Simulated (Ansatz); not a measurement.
## How much do the gradients of MgW depend on the method?

Cell: a COD entry, its atoms then relaxed with PBE in this cell.

```cif
data_structure
_symmetry_space_group_name_H-M 'P 1'
_symmetry_Int_Tables_number 1
_cell_length_a 4.6800
_cell_length_b 5.6600
_cell_length_c 4.9200
_cell_angle_alpha 90.000
_cell_angle_beta 90.330
_cell_angle_gamma 90.000
_cell_volume 130.32
loop_
_atom_site_label
_atom_site_type_symbol
_atom_site_fract_x
_atom_site_fract_y
_atom_site_fract_z
_atom_site_occupancy
Mg1 Mg 0.50000 0.20355 0.75000 1
Mg2 Mg 0.50000 0.79645 0.25000 1
W3 W 0.00000 0.92222 0.75000 1
W4 W 0.00000 0.07778 0.25000 1
```

Atom numbers follow the list; atoms alike are taken as one site, whose name carries the number of the first.

First run. All values are calculated (Ansatz; DFT, PBE, plane waves and PAW, scalar-relativistic, 420 eV cutoff, Γ-centred 7×6×7 k-points, Fermi–Dirac smearing 0.05 eV), not measured.

| site | atom | V_zz (10²¹ V/m²) | η |
| --- | --- | --- | --- |
| Mg | 1 | -2.31 | 0.27 |
| W | 3 | 25.0 | 0.57 |

Second run. The same atoms and settings, except that the functional is r2SCAN and the cutoff is 500 eV.

(1) Given the first result, estimate the second.

## Answers

(1) 

```
site  atom   V_zz     η  change of V_zz
  Mg     1  -2.35  0.29           -0.04
   W     3   25.9  0.58           +0.85
```

The largest change of V_zz is on W, from 25.0 to 25.9. In per cent, |V_zz| changes by +2 on Mg, +3 on W (all sites that start above 2).

The run finds no gap above 0.1 eV (a metal, or nearly one), so the gradients can move by 10 % or more with the k-mesh. Without spin–orbit coupling the gradients at and beside W can be off by some per cent, at some sites by more.
For the first run: At this cell the PBE pressure is -10 GPa (principal stresses up to 19 GPa in size), so with PBE the cell would shrink if it were relaxed. The entry's cell may itself be off.
For the second run: At this cell the r2SCAN pressure is -11 GPa (principal stresses up to 21 GPa in size), so with r2SCAN the cell would shrink if it were relaxed. The entry's cell may itself be off.
